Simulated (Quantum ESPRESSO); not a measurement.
# Moving one atom in In2AlGaP4

These are calculations, not measurements. They come from pw.x of Quantum ESPRESSO 7.5, a plane-wave density functional program, with PseudoDojo standard norm-conserving files (v0.5 for PBE, v0.4.1 for LDA and PBEsol). The cells are made up: elements, strain and atom displacements were drawn at random, and nothing was relaxed. There is no spin polarisation, spin-orbit coupling or dispersion term.

The cell has 8 sites of a zincblende or diamond lattice. Sites 1 to 4 hold In Al Ga In; sites 5 to 8 hold P P P P. Cell vectors in Å: (5.722, 0.000, 0.000); (0.000, 5.722, 0.000); (0.000, 0.000, 5.722). Settings: PBE, cutoff 1088 eV, 4 x 4 x 4 k mesh shifted by half a step, Fermi-Dirac smearing of 0.025 eV.

Each run shifts the P atom on site 5 along x and leaves all else fixed. Site 3 is one of its nearest neighbours. E is the free energy of the cell above the lowest run shown.

```
run  shift (Å)  Fx on site 5 (eV/Å)  Fx on site 3 (eV/Å)  P (GPa)  E (meV)
  1    -0.1525                2.078               -0.244     1.43    215.9
  2    -0.1239                1.802               -0.205     1.34    160.4
  4    -0.0357                0.921               -0.065     1.15     40.1
  5     0.0677               -0.150                0.137     1.08      0.0
  6     0.0975               -0.461                0.202     1.09      9.1
  7     0.1263               -0.762                0.268     1.11     26.7
  3    -0.0975                    ?                    ?        ?        ?
```

A rerun of one of these cells at 1377 eV and k mesh 6 x 6 x 6 moved values by no more than 0.007 eV in the cell's energy, 0.02 GPa in stress and 0.002 eV/Å in force.

## Worked fit

A parabola through the six runs shown gives Fx on site 5 = 0.555 - 10.25 u - 1.6 u² eV/Å, with u in Å and a scatter of 0.004 eV/Å. Minus the slope, 10.25 ± 0.08 eV/Å², is this atom's force constant along x at u = 0, with its periodic images moving too. The fitted force vanishes at u = 0.054 Å, where the energy should be lowest along this line. The error is the larger of the fit's own and the change that a cubic makes, rounded up.

## Withheld run

Question: what Fx on site 5 should run 3 give?

The fit gives 1.539 eV/Å. The calculation gave 1.543 eV/Å.

| run | shift (Å) | Fx on site 5 (eV/Å) | Fx on site 3 (eV/Å) | P (GPa) | E (meV) |
| --- | --- | --- | --- | --- | --- |
| 3 | -0.0975 | 1.543 | -0.166 | 1.27 | 116.3 |